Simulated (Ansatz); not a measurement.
Ti6O:
```cif
data_OTi6
_chemical_formula_sum 'Ti6 O1'
_space_group_name_H-M_alt 'P-31m'
_space_group_IT_number 162
_space_group_name_Hall '-P 3 2'
_cell_length_a 5.10228
_cell_length_b 5.10228
_cell_length_c 4.72799
_cell_angle_alpha 90.000
_cell_angle_beta 90.000
_cell_angle_gamma 120.000
loop_
_atom_site_label
_atom_site_type_symbol
_atom_site_symmetry_multiplicity
_atom_site_Wyckoff_symbol
_atom_site_fract_x
_atom_site_fract_y
_atom_site_fract_z
_atom_site_occupancy
Ti1 Ti 6 k 0.33056 0.33056 0.73969 1
O1 O 1 a 0.00000 0.00000 0.00000 1
```

Relaxed at zero pressure with plane-wave PAW r²SCAN (Ansatz code).

Question: The volume is raised by 9 % and shape and atoms relax at that volume. What pressure results, and how do the axes share the change?

Answer: -10.3 GPa; a 3.0 %, b 3.0 %, c 2.8 %; the energy rises by 47 meV/atom.

Question: Give the new structure.

Answer: 
Space group P-31m (No. 162); a = 5.254 Å, b = 5.254 Å, c = 4.860 Å, α = 90.00°, β = 90.00°, γ = 120.00°

```json
[
 {"atom": "Ti", "site": "6k", "symmetry": "..m", "x": "0.3275", "y": "0.3275", "z": "0.7400"},
 {"atom": "O", "site": "1a", "symmetry": "-3.m", "x": "0.0000", "y": "0.0000", "z": "0.0000"}
]
```

The phase is kept; no other phase was compared at this pressure.

The first step of the workflow began from a Materials Project structure, measured or hypothetical; the Crystallography Open Database files this formula in space group No. 162, but the cells were not matched. Its standing as an ambient phase is unchecked. Symmetry was held in the r²SCAN relaxation; its stability against distortions is not shown here. The run is not spin-polarised.

Potentials: the later of the program's two PAW sets.
